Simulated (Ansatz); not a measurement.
## 4 guesses for TiBMoC₂ and where they end

The calculation used Ansatz, DFT PBE, scalar-relativistic, plane waves, PAW. Settings: cutoff 420 eV, Γ-centred meshes spaced at most about 0.3 Å⁻¹, and about 0.25 Å⁻¹ or finer for metals (2π included), Gaussian smearing. No spin polarisation in the final relaxations.

Each guess was relaxed in cell and atoms at zero pressure, within the symmetry of its start. These are static total energies at zero pressure. Coordination counts B or C atoms around Mo and Ti (for each partner element, those within 1.25 times its shortest distance or 1.15 times the sum of covalent radii, where it is the nearest in units of that sum or under 1.3; a plus sign parts groups by distance over the sum of covalent radii).

```json
{"guess": "1", "made from": "YCuSi2Ni type", "start group": "I-4m2", "V start (Å³/atom)": "13.3", "end group": "?", "V end (Å³/atom)": "?", "coordination at the end": "?", "gap on mesh (eV)": "?", "E over the lowest end (meV/atom)": "?"}
{"guess": "2", "made from": "random cell", "start group": "P6mm", "V start (Å³/atom)": "12.7", "end group": "P6mm", "V end (Å³/atom)": "12.0", "coordination at the end": "Ti 6, Mo 1", "gap on mesh (eV)": "0", "E over the lowest end (meV/atom)": "833"}
{"guess": "3", "made from": "random cell", "start group": "Pmm2", "V start (Å³/atom)": "13.8", "end group": "Pmm2", "V end (Å³/atom)": "17.0", "coordination at the end": "Ti 6, Mo 6", "gap on mesh (eV)": "0", "E over the lowest end (meV/atom)": "724"}
{"guess": "4", "made from": "SrLiAlSb2 type", "start group": "P3m1", "V start (Å³/atom)": "16.0", "end group": "P3m1", "V end (Å³/atom)": "10.3", "coordination at the end": "Ti 4+3, Mo 1+6", "gap on mesh (eV)": "0", "E over the lowest end (meV/atom)": "0"}
```

Guess 1 as it starts:

```cif
data_structure
_symmetry_space_group_name_H-M 'I-4m2'
_symmetry_Int_Tables_number 119
_cell_length_a 3.7748
_cell_length_b 3.7748
_cell_length_c 9.3005
_cell_angle_alpha 90.000
_cell_angle_beta 90.000
_cell_angle_gamma 90.000
_cell_volume 132.53
loop_
_atom_site_label
_atom_site_type_symbol
_atom_site_symmetry_multiplicity
_atom_site_Wyckoff_symbol
_atom_site_fract_x
_atom_site_fract_y
_atom_site_fract_z
_atom_site_occupancy
Ti1 Ti 2 a 0.00000 0.00000 0.00000 1
B1 B 2 c 0.00000 0.50000 0.25000 1
Mo1 Mo 2 d 0.50000 0.00000 0.25000 1
C1 C 4 e 0.50000 0.50000 0.12208 1
```

**Question.** Fill in the missing row: what does this guess relax into, and where does it rank?

**Answer.** It ends in space group I-4m2 (No. 119), with a = 3.098 Å, c = 9.694 Å, 9.3 Å³/atom and no gap. It lies 12 meV/atom over the lowest end, above guess 4 and below guess 3. Counting B or C atoms around Mo and Ti, this end has Ti 8+4, Mo 8 and the lowest (guess 4) has Ti 4+3, Mo 1+6. This end holds C–C pairs (shortest 1.47 Å); in the lowest (guess 4) the shortest C–C distance is 2.97 Å.

Space group I-4m2 (No. 119). a = 3.098 Å, b = 3.098 Å, c = 9.694 Å, α = 90.00°, β = 90.00°, γ = 90.00°
```tsv
atom	site	symmetry	x	y	z
Ti	2a	-4m2	0.0000	0.0000	0.0000
B	2c	-4m2	0.0000	0.5000	0.2500
Mo	2d	-4m2	0.5000	0.0000	0.2500
C	4e	2mm.	0.5000	0.5000	0.0757
```

The zero of energy is the elements' standard structures at the same level; no fitted shifts are applied.

**Question.** Is the lowest end bound against the elements?

**Answer.** No: its formation energy is +0.13 eV/atom. A positive value: parting into the elements would lower its energy.

The k mesh leaves some 4 meV/atom of noise in the energy of each metallic cell. Weakly bound directions are ill-defined at this level, which has no dispersion term (Pmm2, P6mm), and this can change margins and order among such cells. The reference form of C is held partly by dispersion forces, which this level lacks. Cells relaxed within their symmetry can be saddle points. A lower structure may well exist outside this small set. Some types were kept out of the candidates beforehand, so the set may lack a known form.
